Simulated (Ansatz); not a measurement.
A geometry of Ca$_{2}$RuO$_{4}$ away from equilibrium: step 9 of the relaxation of a generated trial cell of Ca2RuO4 in the AFLOW prototype A2BC4_tI14_82_bc_a_g (E3, as in Al2CdS4). The numbers are results of PBEsol (plane waves to 420 eV, PAW, scalar-relativistic; Ansatz, a first-principles code), not measurements. Γ-centred k-mesh 7×7×7 on the run's cell (coarser than for final values), Fermi–Dirac smearing 0.05 eV.

```xyz
7
Lattice="-2.4899 2.4899 4.7918 2.4899 -2.4899 4.7918 2.4899 2.4899 -4.7918" Properties=species:S:1:pos:R:3 pbc="T T T"
Ca     0.0000     0.0000     4.7918
Ca     2.4899     0.0000     2.3959
Ru     0.0000     0.0000     0.0000
O      1.3180    -1.4450     5.8125
O      1.1719     3.9349     1.0207
O      1.0449     1.1719    -1.0207
O      1.4450     1.3180     3.7711
```

Which atoms carry the largest force, and which way does it point?

0.02 eV/Å, on O4, O5, O6, O7 (atoms numbered as listed); on O7 its components are (-0.01, -0.02, -0.01).

What is the pressure?

+4.3 GPa, compression positive.

How much energy per atom can still be gained by relaxing?

0.06 eV/atom; the path ends in I-4 (No. 82).

No spin polarisation in the result. No Hubbard U is applied.

The run could not lose the symmetry of its start, so the end can be a saddle point.

The end of the path is a generated cell of Ca2RuO4: the first start was made by placing the elements on the sites of a structure type, and the end was not matched to a known phase here, so it may be hypothetical.
